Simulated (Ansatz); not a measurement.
**Question.** Each is relaxed and computed with LDA (plane waves, PAW; program Ansatz). Which is the only one with a gap?
(A) GaSb, Immm (Ga on 2c, Sb on 2a)
(B) GaCl3, C2/m (Ga on 4i, Cl on 4g, Cl on 4i, Cl on 4i)
(C) P2W, C2/m (P on 4i, P on 4i, W on 4i)
(D) GaAs, P4/mmm (Ga on 1b, As on 1a)

**Answer.** B, GaCl3, C2/m (Ga on 4i, Cl on 4g, Cl on 4i, Cl on 4i). GaCl3: gap 3.83 eV; GaAs: metal; P2W: metal; GaSb: metal. Built on a structure type that need not be the filed one of that space group: GaSb, Immm (Ga on 2c, Sb on 2a). Not the usual ambient phase: GaAs, P4/mmm (Ga on 1b, As on 1a); GaSb, Immm (Ga on 2c, Sb on 2a). Standing as an ambient phase not checked: GaCl3, C2/m (Ga on 4i, Cl on 4g, Cl on 4i, Cl on 4i); P2W, C2/m (P on 4i, P on 4i, W on 4i). Weakly bound layers, chains or molecules computed without a dispersion correction, so cells and soft constants are ill determined: GaCl3, C2/m (Ga on 4i, Cl on 4g, Cl on 4i, Cl on 4i). All cells were relaxed under the symmetry of their starts (and spin orders); stability against distortions was not tested throughout. Named crystals with no word on spin ran without spin polarisation. Spin–orbit coupling is left out wherever it is not named.

Potentials: the earlier of the program's two PAW sets. The files were generated under PBE; for other functionals the program regenerates the frozen cores, and for LDA and PBEsol the local potential too.
